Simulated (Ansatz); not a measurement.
## Elastic constants of TaRh₃: input and output

These are results of DFT LDA, scalar-relativistic, plane waves, PAW (Ansatz), not measurements.

Launched with:
```bash
ansatz run input.yaml --threads 1 --pin off --max-ram 3072MiB --backend cpu --events-out ev --progress --plain --runs-dir out
```

Input (bare energies are in eV):
```yaml
crystal:
  lattice:
    - [3.8212858251, 0.0, 0.0]
    - [0.0, 3.8212858251, 0.0]
    - [0.0, 0.0, 3.8212858251]
  atoms:
    - { symbol: Ta, position: [0.0, 0.0, 0.0] }
    - { symbol: Rh, position: [0.0, 0.5, 0.5] }
    - { symbol: Rh, position: [0.5, 0.0, 0.5] }
    - { symbol: Rh, position: [0.5, 0.5, 0.0] }
basis:
  ecutwfc: 420
kpoints:
  mp_grid: { grid: [12, 12, 12] }
hamiltonian:
  xc: lda
scf:
  occupations: { method: fermi_dirac, width: 0.15 }
output:
  forces: true
  stress: true
  eigenvalues: true
elastic:
  mode: relaxed_ion
  amplitude: 0.005
  stencil: two_point
```

From the output:
```
--- Elastic constants: 2 strain directions × 2 members + reference (group order 48) ---
  dense FFT box of the reference and of every strained cell: 27×27×27
  strains applied: 11, 23; error gains: componentwise 1.00 (the most a stress slope's error grows in a printed constant), spectral 1.73 (1 for all six strains in a standard setting)
  C = ∂σ_k/∂η_j (tension-positive GPa; Voigt order 11 22 33 23 13 12):
       479.530    223.792    223.792     -0.000     -0.000     -0.000
       223.792    479.530    223.792     -0.000     -0.000     -0.000
       223.792    223.792    479.530     -0.000     -0.000     -0.000
         0.000      0.000     -0.000    215.571     -0.000      0.000
        -0.000     -0.000      0.000      0.000    215.571      0.000
        -0.000      0.000     -0.000      0.000      0.000    215.571
  reference stress σ⁰ (GPa):      0.000      0.000      0.000     -0.000      0.000     -0.000
  C* (energy form; C + prestress term) asymmetry max|C*_kj − C*_jk| = 8.527e-14 GPa — a small one proves nothing (zero by symmetry where the batch's group is 432, −43m or m−3m); a large one is finite-difference/SCF noise where every solve ...
  moduli (Voigt/Reuss/Hill, GPa): K = 309.04/309.04/309.04   G = 180.49/169.16/174.83   E = 441.27   ν = 0.262
  mechanically stable: yes (min eigenvalue of sym C = 215.57 GPa)
  strain η (Voigt 11):  stress-route row diagonal C_11 = 479.53 GPa, energy-path curvature d²(F+E_count+ΔE)/dδ²/Ω₀ = 479.50 GPa
         δ    σ_11 (GPa) F (eV) n_scf n_hpsi n_pw
    -5.000e-3      -2.4336      -28521.1629726      10  144305   1108   relax 0 steps, max|allowed force component| 2.76e-29 eV/Å
     5.000e-3       2.3617      -28521.1630079       7  110121   1112   relax 0 steps, max|allowed force component| 9.07e-30 eV/Å
  strain η (Voigt 23):  stress-route row diagonal C_44 = 215.57 GPa, energy-path curvature d²(F+E_count+ΔE)/dδ²/Ω₀ = 215.58 GPa
         δ    σ_23 (GPa) F (eV) n_scf n_hpsi n_pw
    -5.000e-3      -1.0779      -28521.1641440       7  203706   1108   relax 0 steps, max|allowed force component| 1.03e-28 eV/Å
     5.000e-3       1.0779      -28521.1641440       7  166441   1108   relax 0 steps, max|allowed force component| 5.05e-29 eV/Å
```

The run took 110 s on 1 thread of Arm Neoverse V2, on a shared host, peak memory 0.75 GiB.

In a metal, frequencies and elastic constants depend on the k mesh and the smearing, soft modes and shear constants most. Spin–orbit coupling is left out, which can shift energies with elements as heavy as these.